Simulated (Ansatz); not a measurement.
Recipe of this trial structure of Li2ScCuC6N6: cyanide-bridged rock-salt net of two metals, 2 guest cations a cell (Fm-3m, No. 225). Its size is a rough estimate.

```cif
data_structure
_symmetry_space_group_name_H-M 'Fm-3m'
_symmetry_Int_Tables_number 225
_cell_length_a 10.3990
_cell_length_b 10.3990
_cell_length_c 10.3990
_cell_angle_alpha 90.000
_cell_angle_beta 90.000
_cell_angle_gamma 90.000
_cell_volume 1124.54
loop_
_atom_site_label
_atom_site_type_symbol
_atom_site_symmetry_multiplicity
_atom_site_Wyckoff_symbol
_atom_site_fract_x
_atom_site_fract_y
_atom_site_fract_z
_atom_site_occupancy
Li1 Li 8 c 0.25000 0.75000 0.75000 1
Sc1 Sc 4 a 0.00000 0.00000 0.00000 1
Cu1 Cu 4 b 0.50000 0.00000 0.00000 1
C1 C 24 e 0.19444 0.00000 0.00000 1
N1 N 24 e 0.30695 0.00000 0.00000 1
```

Computed with Ansatz, DFT PBE, scalar-relativistic, plane waves, PAW. Cutoff 420 eV, Gaussian smearing, Γ-centred meshes. Cell and atoms relax first on a coarse mesh and then on a converged one. In between, the cell is made exact in the group found at 0.06 Å. The steps can't lower the symmetry of their start. Collinear spin, starting moments Cu 1.0 μB; they died out on the coarse mesh, so the last step has no spin.

A guess keeps its type if space group and coordination stay and the shape of the cell changes little (axis ratios within about 15 %, angles within 6°); the volume may change.

**Question.** Will the relaxed cell still be of the starting type?

**Answer.** It keeps its type. The symmetry stays Fm-3m (No. 225). The volume per atom grows by 28.1 %, from 17.6 to 22.5 Å³. The shortest distance stays 1.17 Å (C–N). Counting neighbours within 15 % of an atom's shortest distance, the start has C 1, Cu 6, Li 24, N 1, Sc 6 and the end C 1, Cu 6, Li 24, N 1, Sc 6.

The last run used a 6×6×6 mesh for its 16-atom cell and Gaussian smearing of 0.01 eV. A structure relaxed within its symmetry needn't be a true minimum.
